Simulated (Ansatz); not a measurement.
Ansatz input

```yaml
crystal:
  lattice:
    - [0.0, 3.327589463, 3.327589463]
    - [3.327589463, 0.0, 3.327589463]
    - [3.327589463, 3.327589463, 0.0]
  atoms:
    - { symbol: La, position: [0.125, 0.125, 0.125], spin: 1.0 }
    - { symbol: La, position: [0.875, 0.875, 0.875], spin: 1.0 }
hamiltonian:
  xc: r2scan
  pseudopotentials:
    kind: paw
    azcp:
      La: "pseudopotentials/La.paw.azcp"
basis:
  ecutwfc: 500
  fft_grid_basis: typed
kpoints:
  mp_grid: { grid: [14, 14, 14], shift: [0, 0, 0] }
magnetization:
  spin_polarized: true
scf:
  occupations: { method: fermi_dirac, width: 0.05 }
```

Output

```
Engine: ansatz 0.2.0, aarch64-unknown-linux-gnu
Pseudopotentials: kind: paw
Pseudopotential: La, paw, valence charge 11, recommended cutoff 500 eV (meta_gga) 
Functional definition: r2SCAN
  parameter k0 = 0.174
  parameter k1 = 0.065
  parameter a1 = 4.9479
  exchange = r2scan_x(k0 = k0, k1 = k1, a1 = a1)
  correlation = r2scan_c
Crystal: 2 atoms, lattice volume = 73.692 Å³
Basis set: ecut = 500 eV, 1893 PW (Γ), exchange–correlation on 144×144×144 points (64 copies of the dense FFT grid, shifted against one another)
Bands: 16, of which v1, the nominal top of the filled ones, is band 11 counted from 1 (10 counted from 0)
Symmetry: 48 space group operations
Space group: Fd-3m (ITA 227), of the structure as read, at distance tolerance 4.2e-5 Å
Magnetic group: BNS 227.128 (UNI 1630), of the structure as read, at distance tolerance 4.2e-5 Å
k-points: 104 of 2744
Non-local potential: La, projectors of the file, l = 0: 3, l = 1: 2, l = 2: 2, l = 3: 3
PAW form: soft (Blöchl's): semilocal exchange-correlation on the pseudo side does not see the compensation charge
PAW frozen core: La, regenerated for the run's functional (the file was generated under x = pbe(κ = 0.804, μ = 0.2195149727645171), c = pbe(β = 0.06672455060314922))
PAW one-centre angular grid: La, 974 points (default); XC on 160 Gauss nodes
Initial density: superposition of atomic densities (chi_scale 0.1, normalization cell)
Starting moments: Σ|m| = 2 μB on 2 of 2 sites
Initial wavefunctions: pseudopotential atomic-orbital guess
Functional: x = r2scan, c = r2scan; τ floored in thin density (d = 2e-4 eV/Å³)
SCF iter   1: F=—  HF=-12525.977198 eV  |F-HF|=—  |Δ(HF+E_count)|=         —  Δρ=2.35e-2 (↑2.35e-2 ↓1.88e-2)  dr2=8.23e-1  dr2_τ=1.11e-2  dr2_m=8.39e-2  M=0.774 μB ∫|m|=0.779 μB  β_m=0.49  ethr=3.10e-3  ⟨swp⟩=6.0  Hψ=17273  notcnv=0
Mixer restart at iter 1: flushing history
spin=Collinear: Kerker preconditioning applied to the charge; magnetization (m = ρ↑ − ρ↓) channel mixes plain (no charge-response kernel on spin).
SCF iter   2: F=—  HF=-12526.790759 eV  |F-HF|=—  |Δ(HF+E_count)|=   8.14e-1  Δρ=1.65e-2 (↑1.65e-2 ↓1.50e-2)  dr2=5.10e-1  dr2_τ=1.94e-3  dr2_m=3.88e-2  M=0.517 μB ∫|m|=0.532 μB  β_m=0.30  ethr=3.10e-3  ⟨swp⟩=2.2  Hψ=5917  notcnv=0  defer=11  κ⁻¹=1.0e0(r=1)
SCF iter   3: F=—  HF=-12527.549404 eV  |F-HF|=—  |Δ(HF+E_count)|=   7.59e-1  Δρ=5.11e-3 (↑3.68e-3 ↓5.11e-3)  dr2=8.13e-2  dr2_τ=2.91e-4  dr2_m=5.01e-3  M=0.071 μB ∫|m|=0.164 μB  β_m=0.30  ethr=2.32e-3  ⟨swp⟩=3.8  Hψ=5701  notcnv=0  defer=12  κ⁻¹=2.7e-2(r=2)
...
SCF iter  13: F=—  HF=-12527.575153 eV  |F-HF|=—  |Δ(HF+E_count)|=   1.31e-7  Δρ=2.42e-6 (↑2.16e-6 ↓2.42e-6)  dr2=5.27e-9  dr2_τ=8.85e-11  dr2_m=1.01e-9  M=0.000 μB ∫|m|=0.000 μB  β_m=0.36  ethr=2.02e-10  ⟨swp⟩=2.9  Hψ=6125  notcnv=0  defer=2  κ⁻¹=2.8e-8(r=8)
SCF iter  14: F=—  HF=-12527.575153 eV  |F-HF|=—  |Δ(HF+E_count)|=   2.82e-8  Δρ=1.25e-6 (↑1.14e-6 ↓1.25e-6)  dr2=1.80e-9  dr2_τ=3.26e-11  dr2_m=3.01e-10  M=0.000 μB ∫|m|=0.000 μB  β_m=0.78  ethr=2.40e-11  ⟨swp⟩=2.1  Hψ=5772  notcnv=0  defer=2  κ⁻¹=1.0e-6(r=8)
SCF iter  15: F=—  HF=-12527.575153 eV  |F-HF|=—  |Δ(HF+E_count)|=   1.32e-8  Δρ=4.16e-7 (↑3.39e-7 ↓4.16e-7)  dr2=2.17e-10  dr2_τ=3.67e-12  dr2_m=1.68e-11  M=-0.000 μB ∫|m|=0.000 μB  β_m=0.60  ethr=8.18e-12  ⟨swp⟩=2.9  Hψ=6030  notcnv=0  defer=2  κ⁻¹=2.7e-7(r=8)
SCF iter  16: F=-12527.575153 eV  HF=-12527.575153 eV  |F-HF|=2.93e-10  |Δ(HF+E_count)|=  4.78e-10  Δρ=2.46e-7 (↑2.16e-7 ↓2.46e-7)  dr2=6.59e-11  dr2_τ=8.37e-13  dr2_m=7.20e-12  M=-0.000 μB ∫|m|=0.000 μB  ethr=1.00e-12  ⟨swp⟩=1.9  Hψ=10965  notcnv=0
SCF 1 converged in 16 iterations: F = -12527.575153 eV  dr2 = 6.59e-11
WARN: the starting moments were not kept: the SCF closed with an absolute magnetisation of 9.3e-6 μB, where they sum to 2 μB in size (2 sites). That is at most 0.1 of that sum. Measured as dr2_m measures the in/out step, that magnetisation stands 4.2e-12 eV from none, at or under the dr2_threshold of 1.0e-7 eV: it is no larger than a step whose dr2_m would equal this threshold. The system may hold no moment; this SCF shows only that its start led to no more than that. To try another start: raise the starting moments (crystal.atoms[].spin, magnetization.per_species, magnetization.initial_magnetization, or on a non-collinear deck that types none of these the spinor_matrix: blocks that start its atoms; where the total moment is fixed, keep their sum and leave initial_magnetization as it is; typed ones take the place of any that the run laid by itself, positive ones on a crystal's lanthanoids without a Hubbard term where scf.initial_density.shell_occupations: [] is typed) or, if the notice of its spin-set hold's release reads "site moments contracting" or "site moments show no strong build", lengthen the hold (scf.mixing.spin_hold: { on: { confirm: 4 } }; for m-r²SCAN on two components see the key's manual first). Each may lead to a state that holds a moment. A second SCF, from the converged charge density, with the starting moments and any scf.initial_density.shell_occupations laid on it anew, would have followed, and was not run: the deck does not ask for one (magnetization.retry_lost_moments is false, the default). To let it run, set magnetization.retry_lost_moments: true and run the deck again, where that key's refused combinations let it; where memory then withholds it, that run's warning says so.
this state was not tested for a lower state beside it, because the mixer in use, unlike msr1, does not test its closes by its own steps (another_mixer; see scf.mixing.algorithm and scf.lower_state_search)
SCF converged after 16 iterations
Magnetization: -0.0000 μB (11.0000 up, 11.0000 down)
Absolute magnetization: 0.0000 μB (∫|ρ↑−ρ↓|, with the PAW one-centre terms)
Spin contamination: 0.0000 ħ² per cell (⟨S²⟩ above its minimum at these occupations)
Per-site moments (μB) at R_I (Å): [(-1.7404638647535515e-6, 1.1887330159334097), (-1.7404638648544056e-6, 1.1887330159334097)]
Free energy (F): -12527.575153 eV
Harris-Foulkes:  -12527.575153 eV  (|F-HF|=2.93e-10)
Internal energy: -12527.564352 eV  (E = F + TS)
E sigma→0 (E₀):  -12527.569752 eV
Entropy (-TS):   -0.010801 eV (-5.400 meV/atom)
Fermi energy:    10.859968 eV
--- Per-component energies (eV) ---
  E_band       = -114.004302
  E_kinetic    = 397.272847
  E_local      = -853.639744  (includes V_loc(G=0)·N_el)
  E_nonlocal   = 187.877184
  E_hartree    = 293.739288
  E_xc         = -267.151195
  E_vxc        = -325.449251  (∫ρ·V_xc dr)
  E_paw        = -10875.510726  (= ΣΔE_a)
  E_vpaw       = -124.475852  (= ΣTr[D̂ρ^β])
  E_aug_tail   = 0.000000  (compensation charges beyond the density's cutoff)
  E_vtau       = 16.932013  (kinetic-family band-sum trace: ∫τ·v_τ [+ j·A + Jᵃ·Aᵃ] dr)
  E_ewald      = -1410.289030
  E_core_change = 0.137025  (= ΣΔE_core)
  E_smearing   = -0.010801  (= −TS)
  E_closure    = 0.000000  (closes the sum)
  Σ components = -12527.575153   (vs F -12527.575153, Δ=0.00e0)
```
